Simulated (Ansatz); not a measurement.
SrCl2 (fluorite), relaxed and computed with several functionals in Ansatz (plane waves, PAW).

```tsv
functional	a (Å)	gap (eV)	B₀ by P(V) fit (GPa)
PBE	7.041	5.24	33.6
LDA	6.800	5.10	44.1
r²SCAN	6.995	5.94	37.5
HSE06	7.008	6.57	35.4
```

All cells were relaxed under the symmetry of their starts (and spin orders); stability against distortions was not tested throughout. Spin–orbit coupling is left out wherever it is not named.

Potentials: the later of the program's two PAW sets.

Ansatz (a quantum-chemistry and plane-wave program) is a plane-wave DFT program.
